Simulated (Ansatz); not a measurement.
The start is a relaxed SnTe cell, doubled along one cell vector, shaken by Gaussian noise of σ = 0.08 Å a coordinate. The structure is fully relaxed (lattice and positions, P = 0) with PBEsol (plane waves to 420 eV, PAW, scalar-relativistic; Ansatz, a quantum-chemistry and plane-wave program). The first steps use a coarse 6×3×6 k-mesh.

Starting cell:
```
SnTe
1.0
    0.00000     3.14444     3.14444
    6.28888     0.00000     6.28888
    3.14444     3.14444     0.00000
Sn Te
2 2
Direct
  0.99245   0.01756   0.98265
  0.00878   0.49083   0.02828
  0.48691   0.25763   0.48668
  0.49938   0.75079   0.47173
```

Task: Which atoms feel the largest initial force, and how large is it?

Result: 0.66 eV/Å, on Sn2 (atoms numbered as listed).

Task: How much energy is released per atom?

Result: 0.02 eV/atom.

Task: Does it find its way back to the structure it was made from?

Result: The parent structure is recovered, Fm-3m (No. 225).

Task: Is the relaxed structure metallic? Give its gap.

Result: No clear gap: the sampled points leave 0.16 eV away from the symmetry points, which may be a band crossing missed between them.

Final structure:

Space group Fm-3m (No. 225); a = b = c = 6.288 Å, α = β = γ = 90.00°

```json
[
 {"atom": "Sn", "site": "4a", "symmetry": "m-3m", "x": "0.0000", "y": "0.0000", "z": "0.0000"},
 {"atom": "Te", "site": "4b", "symmetry": "m-3m", "x": "0.5000", "y": "0.5000", "z": "0.5000"}
]
```
(The calculation used a cell of 2 atoms; values per cell refer to that cell.)

Final values are on a 10×10×10 k-mesh of the relaxed cell. No spin polarisation in the result. Without spin-orbit coupling the bands of the heavy element are not split, so the gap can be far off.
